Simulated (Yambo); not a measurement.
A G0W0@PBEsol run in Yambo for LuCuS₂ (space group P3m1, No. 156) (6×6×2 Γ-centred k mesh, bands 6 to 124 and a 7 Ry block in the screening, 124 bands in G with the Bruneval-Gonze terminator, plasmon pole fitted at 27.2 eV) gives these matrix elements, in eV, at the band edges (Γ → L):

```csv
state,E0,<Vxc>,<Σx>,<Σc(E0)>,Z
valence edge,0.000,-22.694,-26.962,3.783,0.765
conduction edge,1.171,-14.802,-11.600,-2.882,0.800
```

Problem. Solve the linearised quasiparticle equation for both states, give the gap, and say how exchange and correlation each act on it.

Solution. E = E0 + Z(Σx + Σc − Vxc). Valence: 0.000 + 0.765 × (-26.962 + (3.783) − (-22.694)) = -0.37 eV. Conduction: 1.171 + 0.800 × (-11.600 + (-2.882) − (-14.802)) = 1.43 eV. The gap is 1.80 eV, against 1.17 eV in PBEsol. Replacing Vxc by bare exchange alone would open it by 7.47 eV; correlation takes back 6.67 eV of that, and Z scales what is left. Nearest settings tried, and what they do to the gap: 84 bands in W, 84 bands in G: +40 meV; 6 Ry block (147 vectors against 159): -11 meV. Not varied: mesh. So the settings aren't converged at that level. The 3d shell has no Hubbard U; the runs are without spin polarisation, and magnetic order was not tried. The 4f states are in the valence at their DFT position.

Geometry relaxed with PBEsol; primitive cell a = b = 3.797 Å, c = 5.983 Å, α = β = 90.00°, γ = 120.00°.

The structure is a Materials Project entry; no match was found in the copy of COD used, and its stability was not checked.
